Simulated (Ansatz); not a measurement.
Geometry optimisation in Ansatz: input, command and trajectory.

```yaml
crystal:
  lattice:
    - [0.0, 2.6417440689, 2.6417440689]
    - [2.6417440689, 0.0, 2.6417440689]
    - [2.6417440689, 2.6417440689, 0.0]
  atoms:
    - { symbol: Mg, position: [0.0, 0.0, 0.0] }
    - { symbol: Re, position: [0.75, 0.75, 0.75] }
basis:
  ecutwfc: 420
kpoints:
  mp_grid: { grid: [6, 6, 6] }
hamiltonian:
  xc: pbe
scf:
  occupations: { method: gaussian, width: 0.1 }
  lower_state_search: "off"
output:
  forces: true
  stress: true
  eigenvalues: true
relax:
  adjacent_minimum: "off"
  f_tol: 0.04
  max_steps: 70
  cell: { stress_tol: 0.4 }
```

```bash
ansatz run input.yaml --threads 1 --pin off --max-ram 2560MiB --backend cpu --events-out ev --progress --plain --runs-dir out
```

Theory: DFT PBE, scalar-relativistic, plane waves, PAW in Ansatz.

Of 8 frames 8 are shown, positions in Å and forces in eV/Å; the SCF threshold varies from step to step. Steps run on the plane waves of an earlier cell, with a Pulay correction in the pressure. The basis is chosen afresh for the last frame, the zero of the energies, and at times for earlier ones too; energy and pressure step there, also at an unchanged geometry. Here that happened at step 6 (-12 meV/atom, 0.8 GPa); the frames before carry an error of that size.

```xyz
2
Lattice="0.0000 2.6417 2.6417 2.6417 0.0000 2.6417 2.6417 2.6417 0.0000" Properties=species:S:1:pos:R:3:forces:R:3 pbc="T T T" step=1 free_energy_over_end_meV_per_atom=581.89 pressure_GPa=30.72
Mg    0.0000    0.0000    0.0000    0.0000    0.0000    0.0000
Re    3.9626    3.9626    3.9626    0.0000    0.0000    0.0000
2
Lattice="0.0000 2.7705 2.7705 2.7705 0.0000 2.7705 2.7705 2.7705 0.0000" Properties=species:S:1:pos:R:3:forces:R:3 pbc="T T T" step=2 free_energy_over_end_meV_per_atom=204.25 pressure_GPa=14.01
Mg    0.0000    0.0000    0.0000    0.0000    0.0000    0.0000
Re    4.1558    4.1558    4.1558    0.0000    0.0000    0.0000
2
Lattice="0.0000 2.9002 2.9002 2.9002 0.0000 2.9002 2.9002 2.9002 0.0000" Properties=species:S:1:pos:R:3:forces:R:3 pbc="T T T" step=3 free_energy_over_end_meV_per_atom=36.09 pressure_GPa=4.14
Mg    0.0000    0.0000    0.0000    0.0000    0.0000    0.0000
Re    4.3503    4.3503    4.3503    0.0000    0.0000    0.0000
2
Lattice="0.0000 2.9622 2.9622 2.9622 0.0000 2.9622 2.9622 2.9622 0.0000" Properties=species:S:1:pos:R:3:forces:R:3 pbc="T T T" step=4 free_energy_over_end_meV_per_atom=13.61 pressure_GPa=0.56
Mg    0.0000    0.0000    0.0000    0.0000    0.0000    0.0000
Re    4.4433    4.4433    4.4433    0.0000    0.0000    0.0000
2
Lattice="0.0000 2.9724 2.9724 2.9724 0.0000 2.9724 2.9724 2.9724 0.0000" Properties=species:S:1:pos:R:3:forces:R:3 pbc="T T T" step=5 free_energy_over_end_meV_per_atom=13.18 pressure_GPa=0.02
Mg    0.0000    0.0000    0.0000    0.0000    0.0000    0.0000
Re    4.4586    4.4586    4.4586    0.0000    0.0000    0.0000
2
Lattice="0.0000 2.9724 2.9724 2.9724 0.0000 2.9724 2.9724 2.9724 0.0000" Properties=species:S:1:pos:R:3:forces:R:3 pbc="T T T" step=6 free_energy_over_end_meV_per_atom=1.39 pressure_GPa=0.86
Mg    0.0000    0.0000    0.0000    0.0000    0.0000    0.0000
Re    4.4586    4.4586    4.4586    0.0000    0.0000    0.0000
2
Lattice="0.0000 2.9885 2.9885 2.9885 0.0000 2.9885 2.9885 2.9885 0.0000" Properties=species:S:1:pos:R:3:forces:R:3 pbc="T T T" step=7 free_energy_over_end_meV_per_atom=0.10 pressure_GPa=0.19
Mg    0.0000    0.0000    0.0000    0.0000    0.0000    0.0000
Re    4.4827    4.4827    4.4827    0.0000    0.0000    0.0000
2
Lattice="0.0000 2.9885 2.9885 2.9885 0.0000 2.9885 2.9885 2.9885 0.0000" Properties=species:S:1:pos:R:3:forces:R:3 pbc="T T T" step=8 free_energy_over_end_meV_per_atom=0.00 pressure_GPa=0.18
Mg    0.0000    0.0000    0.0000    0.0000    0.0000    0.0000
Re    4.4827    4.4827    4.4827    0.0000    0.0000    0.0000
```

The start puts this composition into another compound's structure type, which needn't suit it. The cell swells from 18.4 to 26.7 Å³ an atom, so the end can be far from any stable crystal. At the end the space group is F-43m (tolerance 0.05 Å).

It took 15 s on 1 thread of Intel(R) Xeon(R) Platinum 8259CL CPU @ 2.50GHz (Skylake/Cascade Lake) (shared host), peak memory 0.35 GiB.

The k mesh is coarse. Spin–orbit coupling is left out, which can shift energies with elements as heavy as these.